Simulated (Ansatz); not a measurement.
Computed with DFT PBE, scalar-relativistic, plane waves, PAW (Ansatz). The final run on the 10-atom cell used 420 eV, a Γ-centred 10×10×10 mesh, 0.02 eV smearing and no spin polarisation.

Energies over the elements count from the elements' standard structures at the same level, with no fitted energy shifts. The references include black phosphorus.

Question: Suggest a trial structure for a tetragonal semiconductor with formula Ga5As2P3, with a gap near 0.9 eV, a formation energy near −0.39 eV/atom and about 22 Å³ per atom, in a cell of 10 atoms.

Answer: Ga5As2P3, space group I-4m2 (No. 119). Ga on a site of symmetry 2mm is surrounded by 2 P at 2.40 Å and 2 As at 2.46 Å; Ga on a second site of symmetry 2mm has 2 P at 2.40 Å and 2 As at 2.46 Å; P on a site of symmetry -4m2 is surrounded by 4 Ga at 2.40 Å; around As lie 4 Ga at 2.46 Å; 2 more sites not described.

```
Ga P As
1.0
    -1.97875    1.97875   14.01625
     1.97875   -1.97875   14.01625
     1.97875    1.97875  -14.01625
Ga P As
5 3 2
Cartesian
  0.0000 0.0000 16.7356
  0.0000 0.0000 5.6467
  0.0000 0.0000 22.3858
  0.0000 0.0000 11.2969
  0.0000 0.0000 0.0000
  1.9788 0.0000 7.0081
  1.9788 0.0000 12.6561
  1.9788 0.0000 1.3602
  0.0000 1.9788 9.8331
  0.0000 1.9788 4.1832
```

* Volume per atom: 21.95 Å³
* Density: 4.47 g/cm³
* Energy over the elements: −0.392 eV/atom
* Gap on the 10×10×10 mesh of the 10-atom cell: 0.94 eV

The structure comes from a generated guess, relaxed at this level; another structure or a mixture of phases may lie lower. Other answers may fit too; this one was computed.

Kohn–Sham gaps at this level usually fall short of measured ones. The reference forms of As and P are held partly by dispersion forces, which this level lacks. Symmetry constrained the relaxation, so the result can be a saddle point.
